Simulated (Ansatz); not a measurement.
GaCuSe₂ (chalcopyrite)

```cif
data_Cu4Ga4Se8
_chemical_formula_sum 'Cu4 Ga4 Se8'
_space_group_name_H-M_alt 'I-42d'
_space_group_IT_number 122
_space_group_name_Hall 'I -4 2bw'
_cell_length_a 5.67189
_cell_length_b 5.67189
_cell_length_c 11.26252
_cell_angle_alpha 90.000
_cell_angle_beta 90.000
_cell_angle_gamma 90.000
loop_
_atom_site_label
_atom_site_type_symbol
_atom_site_symmetry_multiplicity
_atom_site_Wyckoff_symbol
_atom_site_fract_x
_atom_site_fract_y
_atom_site_fract_z
_atom_site_occupancy
Cu1 Cu 4 a 0.00000 0.00000 0.00000 1
Ga1 Ga 4 b 0.00000 0.00000 0.50000 1
Se1 Se 8 d 0.25000 0.25620 0.37500 1
```
(The calculation used a cell of 8 atoms; values per cell refer to that cell.)

Equation-of-state scan: isotropic scaling of the cell above, V₀ being its volume. The atoms relax within the cell's symmetry.

All values below come from PBE (plane waves to 420 eV, PAW, scalar-relativistic; Ansatz, a program for electronic structure). k mesh 8×8×8 (Γ-centred), Fermi-Dirac smearing 0.05 eV. The energy includes the smearing's −TS. At this level the bands of GaCuSe2 touch or barely overlap; measurements give the solid a gap. GaCuSe2 is run without spin polarisation. GaCuSe2 was relaxed with its symmetry unable to fall. The zero of ΔE is the relaxed starting cell.

Q: What ΔE (eV/atom) does the calculation give at V/V₀ = 0.872, 0.904, 0.968, 1.064, 1.128, 1.160?

A: 
```csv
V/V₀,ΔE (eV/atom)
0.872,0.091
0.904,0.048
0.968,0.005
1.064,0.015
1.128,0.055
1.160,0.081
```

(Under strain, the slope of the energy per volume gives the stress and its curvature an elastic modulus.)
